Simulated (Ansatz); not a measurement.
CsI (CsCl type)

```
CELL_PARAMETERS angstrom
      4.66692     0.00000     0.00000
      0.00000     4.66692     0.00000
      0.00000     0.00000     4.66692
ATOMIC_POSITIONS crystal
  Cs 0.00000 0.00000 0.00000
  I  0.50000 0.50000 0.50000
```

The slice is a {110} plane (indices of the conventional cell) through the point (0.000, 0.000, 0.000) (fractional), spanned by u = [100] and v = [011] in vectors of this cell: u (4.67 Å) and v (6.60 Å, at 90° to u). It covers one period; positions are fractions (u, v).

These are PBE (plane waves to 420 eV, PAW, scalar-relativistic; Ansatz, a quantum-chemistry and plane-wave program) values and carry that method's errors. k mesh 7×7×7. These are valence fields of a PAW run, semicore shells included where kept as valence: close to a nucleus they are smooth pseudo fields. CsI was relaxed with its symmetry unable to fall. Spin-orbit coupling is left out, though I is heavy.

**Question.** Sketch the electron localisation function (ELF) on this plane as a map.

**Answer.** 
```
|xx89973000037998x|
|68999610000169998|
|99997300000037999|
|99973000000003799|
|77520002442000257|
|21000146776410001|
|00002688888862000|
|00036888778886300|
|00268877667788620|
|00478775445778740|
|0158876xxxx678851|
|0158875xxxx578851|
|0158876xxxx678851|
|00478775445778740|
|00268877667788620|
|00036888778886300|
|00002688888862000|
|21000146776410001|
|77520002442000257|
|99973000000003799|
|99997300000037999|
|68999610000169998|
|xx89973000037998x|
|xx69984000048996x|
```
Scale: ten equal steps from 0.00 (start of '0') to 0.89 (end of '9'), in the order '0123456789'. Values: electron localisation function (ELF). The map has 17 points along u (one character each, u = 0 at the left) and 24 along v (v = 0 in the bottom row). Points within 0.5 Å of a nucleus are blanked (x), as the pseudised field means little there.
